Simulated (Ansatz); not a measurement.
# Cu₃Pd: zone-centre modes under pressure

Cu₃Pd, Pm-3m, a = 3.613 Å. The structure is a COD entry; whether it is the stable form wasn't checked. Ansatz: LDA, PAW, 420 eV, Γ-centred 12×12×12 mesh on 4 atoms, Fermi-Dirac smearing 0.15 eV; no spin polarisation. Cell and atoms are relaxed at each pressure with the symmetry kept; optical modes at Γ by linear response, in cm⁻¹, matched by rank (the highest 3 distinct ones).

| P (GPa) | V (Å³/atom) | ω1 | ω2 | ω3 |
| --- | --- | --- | --- | --- |
| 0 | 11.788 | 155.0 | 189.6 | 260.0 |
| 8 | 11.362 | ? | ? | ? |
| 25 | 10.683 | 187.7 | 232.1 | 322.7 |

Problem. Get each mode's Grüneisen parameter γ = −d ln ω/d ln V from the other rows and predict the missing frequencies.

Solution. ln(V/V0) = 0.0000, -0.0368, -0.0984; a line through ln(ω/ω0) of the 2 known rows gives ω1: γ = 1.945, predicted 166.5, computed 166.9; ω2: γ = 2.055, predicted 204.5, computed 205.1; ω3: γ = 2.196, predicted 281.9, computed 282.9. The worst miss is 0.4 %, or 4 % of the shift under pressure, so a constant γ serves at that level. In a metal these frequencies hang on the mesh and smearing.